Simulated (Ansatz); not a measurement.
# Calculated field gradients at the nuclei for ZnPtC6N6

The cell is a COD entry, ions relaxed with PBE at fixed cell.

Space group Fm-3m (No. 225); a = 10.5241 Å.

```
site  Wyckoff  site symmetry       x       y       z
  Zn       4b           m-3m  0.5000  0.5000  0.5000
  Pt       4a           m-3m  0.0000  0.0000  0.0000
   C      24e           4m.m  0.5000  0.5000  0.1902
   N      24e           4m.m  0.5000  0.5000  0.3001
```

One atom of each set is listed; the run and its k-mesh use a cell of 14 atoms with edges of 7.44, 7.44, 7.44 Å.

The numbers come from a DFT calculation in Ansatz (PBE, plane waves and PAW, scalar-relativistic, 420 eV cutoff, Γ-centred 5×5×5 k-points, Fermi–Dirac smearing 0.05 eV).

V_zz is the principal component of the electric field gradient with the largest magnitude, η = (V_xx − V_yy)/V_zz and C_Q = eQV_zz/h.

Zn-67: I = 5/2, Q = 122.0 mb; N-14: I = 1, Q = 20.44 mb. Q values from Pyykkö, Mol. Phys. 116, 1328 (2018).

Question: Which values are expected at the nuclei?

Answer: 

```json
{"site": "Zn", "atoms": "1", "first shell": "6 N at 2.10 Å", "V_xx, V_yy, V_zz (10²¹ V/m²)": "0.00, 0.00, 0.00", "η": "–", "C_Q (MHz)": "0"}
{"site": "Pt", "atoms": "1", "first shell": "6 C at 2.00 Å", "V_xx, V_yy, V_zz (10²¹ V/m²)": "0.00, 0.00, 0.00", "η": "–", "C_Q (MHz)": "–"}
{"site": "C", "atoms": "6", "first shell": "1 N at 1.16 Å, 1 Pt at 2.00 Å, angle 180°; also 1 Zn at 3.26 Å", "V_xx, V_yy, V_zz (10²¹ V/m²)": "1.89, 1.89, -3.78", "η": "0.00", "C_Q (MHz)": "–"}
{"site": "N", "atoms": "6", "first shell": "1 C at 1.16 Å, 1 Zn at 2.10 Å, angle 180°; also 1 Pt at 3.16 Å", "V_xx, V_yy, V_zz (10²¹ V/m²)": "2.91, 2.91, -5.81", "η": "0.00", "C_Q (MHz)": "-2.87"}
```

An axis of threefold or higher order runs through C and N, so V_zz lies along it and η is zero. Zn and Pt sit on a cubic site, where every gradient vanishes.

Pt, C have no stable isotope with a ground-state quadrupole moment in the table, so no C_Q is given.

Without spin–orbit coupling the gradients at and beside Pt can be off by some per cent, at some sites by more. The database entry as given showed forces above 3 eV/Å or a pressure above 30 GPa, though relaxing it moves no atom far.

The relaxation (5 steps) took 66 s of wall time (66 s of CPU time) and 0.65 GiB at its peak, on 1 thread of Arm Neoverse V1 (aarch64; 8 cores open to the job, memory cap 3.0 GiB, no GPU), a shared host with a load of 0.6 a core.
